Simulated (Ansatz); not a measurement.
Ti (hcp): a workflow

**The experiment.** The Crystallography Open Database holds a cell as deposited of hexagonal Ti (space group P6_3/mmc), temperature not stated (2013): a, c = 2.950, 4.686 Å, 17.66 Å³/atom.

Level of theory: DFT, r²SCAN, scalar-relativistic, no spin polarisation; plane waves to 500 eV with PAW datasets (Ansatz 0.2.0), Γ-centred 16×16×10 mesh, 0.05 eV Gaussian smearing; PAW files: Ansatz's generated set soft_2.

Starting cell, 0 % under the database's volume:

```cif
data_structure
_symmetry_space_group_name_H-M 'P 1'
_symmetry_Int_Tables_number 1
_cell_length_a 2.9500
_cell_length_b 2.9500
_cell_length_c 4.6846
_cell_angle_alpha 90.000
_cell_angle_beta 90.000
_cell_angle_gamma 120.000
_cell_volume 35.31
loop_
_atom_site_label
_atom_site_type_symbol
_atom_site_fract_x
_atom_site_fract_y
_atom_site_fract_z
_atom_site_occupancy
Ti1 Ti 0.33333 0.66667 0.75000 1
Ti2 Ti 0.66667 0.33333 0.25000 1
```

The runs in order:

| run | level | k-mesh | kind | V (Å³/atom) | P (GPa) | E − E(final) (meV/atom) | gap on the mesh (eV) |
| --- | --- | --- | --- | --- | --- | --- | --- |
| 1 | PBE, 420 eV | 8×8×4 | cell and atoms relaxed | 17.34 | 0.1 | – | metal |
| 2 | r²SCAN | 16×16×10 | shape and atoms relaxed, volume fixed | 17.34 | -0.2 | 0.0 | metal |
| 3 | r²SCAN | 16×16×10 | shape and atoms relaxed, volume fixed | 17.27 | 0.3 | 0.0 | metal |
| 4 | r²SCAN | 16×16×10 | shape and atoms relaxed, volume fixed | 17.31 | 0.0 | 0.0 | metal |

The cell is relaxed to zero pressure at this level.

The final structure (symmetry read at 0.01 Å). The structure is hexagonal, space group P6_3/mmc (No. 194). The conventional cell has a = 2.935 Å, b = 2.935 Å, c = 4.642 Å, α = 90.00°, β = 90.00°, γ = 120.00°. Around Ti (site symmetry -6m2) lie 12 Ti at 2.87 to 2.93 Å. (Shells end 15 % past the nearest neighbour.)

```tsv
atom	site	symmetry	x	y	z
Ti	2d	-6m2	0.3333	0.6667	0.7500
```

- At the final geometry the gap, band path included, is zero (metallic).
- The runs in the table took roughly 1.3 core-minutes.

**Against experiment.** r²SCAN gives 2.935, 4.642 Å and 17.31 Å³/atom, −2.0 % in volume (−0.7 % in length) from the database's cell. The static lattice lacks zero-point motion and thermal expansion; that covers some of the miss, perhaps all.
